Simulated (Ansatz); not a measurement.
**Two-dimensional strain map in Sb**

Computed with DFT r2SCAN, scalar-relativistic, plane waves, PAW in Ansatz 0.2.0. The runs took a 500 eV cutoff, a Γ-centred 16×16×16 mesh and Gaussian smearing (0.15 eV). No spin polarisation. Energies are free energies at this smearing, counted from the undisturbed cell; pressure is positive in compression.

Reference structure (as given, not relaxed at this level; it stands at -3.8 GPa; this simple cubic form isn't the usual structure):

```
Sb
1.0
     3.16000    0.00000    0.00000
     0.00000    3.16000    0.00000
     0.00000    0.00000    3.16000
Sb
1
Direct
  0.00000 0.00000 0.00000
```

The cell is strained by p along both x and y and by q along z, fractional coordinates fixed. Points are written (p, q).

Energy above the undisturbed cell in meV/atom (a dash: not computed):

```csv
p \ q,-0.050,0.000,0.050
-0.050,12.8,1.3,43.5
0.000,?,0.0,57.6
0.050,?,119.4,–
```

(1) Fill in the withheld energies.

## Answers

(1) (0.000, -0.050): -8.3; (0.050, -0.050): 97.0.